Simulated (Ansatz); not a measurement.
## ²⁵Mg fingerprints of the forms of La₂MgSe₄

Level of theory: DFT, PBE, plane waves and PAW, scalar-relativistic, 420 eV cutoff (Ansatz 0.2.0). Q(²⁵Mg) = 199.4 mb, I = 5/2. The cells come from the Materials Project (computed, not necessarily observed phases), with the atoms as given. Spin–orbit coupling is left out, which moves gradients at and beside heavy atoms (La) by some per cent and at some sites by far more.

Q: Rank the structures by their largest ²⁵Mg |C_Q|, smallest first.
A. Fd-3m, 14 atoms in the cell run; Mg site: 4 Se at 2.67 Å
B. Pnma, 28 atoms in the cell run; Mg site: 4 Se at 2.55–2.62 Å
C. I-42d, 14 atoms in the cell run; Mg site: 4 Se at 2.77 Å

A: A (0 MHz), B (2.63 MHz), C (9.23 MHz).
